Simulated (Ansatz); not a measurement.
Values for one crystal, relaxed and computed with the program Ansatz at the r²SCAN+D4 level (PAW); other levels are named.

| Property | Value |
|---|---|
| Volume per atom | 26.35 Å³ |
| Band gap | 0.65 eV (direct) |
| Hole effective mass with spin–orbit coupling | 0.050, 0.050, 0.074 mₑ (principal values) |
| Debye temperature from the elastic constants | 233 K |
| Young's modulus | 83.5 GPa |
| Conduction-band minimum | at L (4 equivalent valleys) |
| Electron effective mass with spin–orbit coupling | 0.052, 0.052, 0.070 mₑ (principal values) |

Task: Which compound is it?
A. MgI2, CdI2 type
B. PbS, rock salt
C. MnCl2, R-3m (Mn on 3a, Cl on 6c)
D. PbF2, fluorite

Result: B, PbS, rock salt

Space group Fm-3m (rock salt). The r²SCAN+D4 relaxation kept the symmetry of its start. Scalar-relativistic: spin–orbit coupling is off unless named, which matters more the heavier the elements.

Potentials: the later of the program's two PAW sets.
